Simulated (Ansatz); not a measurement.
Trial structure of SnO3, not yet relaxed:

```yaml
crystal:
  lattice:
    - [-1.88074, 1.88074, 4.28820]
    - [1.88074, -1.88074, 4.28820]
    - [1.88074, 1.88074, -4.28820]
  atoms:
    - { symbol: Sn, position: [0.00000, 0.00000, 0.00000] }
    - { symbol: O, position: [0.75000, 0.25000, 0.50000] }
    - { symbol: O, position: [0.25000, 0.75000, 0.50000] }
    - { symbol: O, position: [0.50000, 0.50000, 0.00000] }
```

These are results of DFT PBE, scalar-relativistic, plane waves, PAW in Ansatz, not measurements. Cutoff 420 eV; k points 6×6×6 on the computed 4-atom cell (Γ-centred); Gaussian smearing, width 0.10 eV; no spin polarisation.

The zero of energy is the elements' standard structures at the same level (O₂ as a molecule); no fitted shifts are applied. The references include grey tin.

Question: Estimate its pressure, forces and energy as it stands.

Answer: The pressure is -22.4 GPa (the mean over three directions, positive in compression), the largest force is 0.00 eV/Å (symmetry fixes the atoms), and the energy is +0.81 eV/atom against the elements. The shortest distance is 2.66 Å.

Question: Is it a good guess?

Answer: A rough one: relaxing gains about 0.62 eV/atom (the start's value is from the coarse mesh, so the gain is rough) in 18 ionic steps and ends at +0.19 eV/atom on the finer mesh. The symmetry stays I4/mmm (No. 139). The volume per atom shrinks by 33.2 %, from 15.2 to 10.1 Å³. The shortest distance goes from 2.66 Å (Sn–O and O–O) to 2.20 Å (Sn–O and O–O). The ratio c/a of the conventional cell changes by a factor of 1.18. Conventional cell: a = 3.115 Å, c = 8.360 Å. Sn has 4 O at 2.20 Å and 8 O at 2.61 Å; O on a site of symmetry -4m2 has 4 O at 2.20 Å, 4 O at 2.61 Å and 4 Sn at 2.61 Å; around O on a site of symmetry 4/mmm lie 4 Sn at 2.20 Å and 8 O at 2.61 Å.

The last run used a 20×20×20 mesh for its 4-atom cell and Gaussian smearing of 0.10 eV. The relaxation can't lower the symmetry of the start, and the grade says only how near the guess is to its own end. A structure relaxed within its symmetry needn't be a true minimum. Another cell of SnO3 relaxed alike, in Pm-3n, lies 0.34 eV/atom lower, so this cell isn't the stable form at this level.
